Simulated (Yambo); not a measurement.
A G0W0@PBEsol run in Yambo for TiCdO₃ (space group R-3, No. 148) (2×2×2 Γ-centred k mesh, bands 11 to 200 and a 7 Ry block in the screening, 200 bands in G with the Bruneval-Gonze terminator, plasmon pole fitted at 27.2 eV) gives these matrix elements, in eV, at the band edges (F → Γ):

```tsv
state	E0	<Vxc>	<Σx>	<Σc(E0)>	Z
valence edge	0.000	-20.556	-25.458	4.438	0.776
conduction edge	3.061	-16.597	-10.876	-4.404	0.806
```

Problem. Solve the linearised quasiparticle equation for both states, give the gap, and say how exchange and correlation each act on it.

Solution. E = E0 + Z(Σx + Σc − Vxc). Valence: 0.000 + 0.776 × (-25.458 + (4.438) − (-20.556)) = -0.36 eV. Conduction: 3.061 + 0.806 × (-10.876 + (-4.404) − (-16.597)) = 4.12 eV. The gap is 4.48 eV, against 3.06 eV in PBEsol. Replacing Vxc by bare exchange alone would open it by 10.62 eV; correlation takes back 8.84 eV of that, and Z scales what is left. Nearest settings tried, and what they do to the gap: 95 bands in G: +6 meV; 2 Ry block (47 vectors against 271): +378 meV. Not varied: bands in W, mesh. So the settings aren't converged at that level. The k mesh is coarse. The mesh misses a band edge: along a dense path the PBEsol gap is 2.98 eV against 3.06 eV on the mesh. Spin-orbit splittings are left out.

Geometry of the Materials Project entry, not relaxed at this level; primitive cell a = 5.8231 Å, b = 5.8231 Å, c = 5.8231 Å, α = 53.70°, β = 53.70°, γ = 53.70°.
